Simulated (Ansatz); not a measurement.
How settings move the elastic constants of Ta$_{3}$Ru

All numbers below come from DFT LDA, scalar-relativistic, plane waves, PAW (Ansatz). Plane waves to 420 eV; Γ-centred k mesh 12×12×12; Fermi-Dirac smearing of 0.15 eV. No spin polarisation.

Relaxed structure:
```
Ta Ru
1.0
     0.00000    3.17357    3.17357
     3.17357    0.00000    3.17357
     3.17357    3.17357    0.00000
Ta Ru
3 1
Direct
  0.25000 0.25000 0.25000
  0.75000 0.75000 0.75000
  0.50000 0.50000 0.50000
  0.00000 0.00000 0.00000
```

In a metal, frequencies and elastic constants depend on the k mesh and the smearing, soft modes and shear constants most. Spin–orbit coupling is left out, which can shift energies with elements as heavy as these.

At these settings the run gives the elastic coefficients (GPa; two-point stencil, strain 0.002 and ions relaxed unless stated):
```json
{"setting": "reference run", "C11": "416.0", "C12": "173.1", "C44": "86.4"}
```

One thing at a time is changed: strain amplitude 0.005; k mesh 4×4×4; k mesh 6×6×6; occupations fermi-dirac, width 0.05 eV; occupations gaussian, width 0.3 eV; strain amplitude 0.001; Berry-phase polarisation added; k mesh 3×3×3; k mesh shifted by half a step; k mesh 2×2×2. What does each run give?

Results:

| setting | C11 | C12 | C44 |
| --- | --- | --- | --- |
| strain amplitude 0.005 | 416.0 | 173.1 | 86.5 |
| k mesh 4×4×4 | 411.3 | 181.0 | 74.5 |
| k mesh 6×6×6 | 417.7 | 170.8 | 90.5 |
| occupations fermi-dirac, width 0.05 eV | 421.8 | 172.0 | 88.8 |
| occupations gaussian, width 0.3 eV | 416.2 | 173.3 | 85.9 |
| strain amplitude 0.001 | 416.0 | 173.1 | 86.4 |
| Berry-phase polarisation added | input refused | – | – |
| k mesh 3×3×3 | 411.9 | 174.4 | 95.9 |
| k mesh shifted by half a step | 415.8 | 173.1 | 86.4 |
| k mesh 2×2×2 | 373.7 | 155.1 | 103.2 |
The reference run stands for the crystal at ordinary settings. No effect at these digits: strain amplitude 0.001.

Cost: 11 runs of about 46 core-minutes in all, on Intel Xeon Platinum 8259CL (Skylake/Cascade Lake) (shared hosts).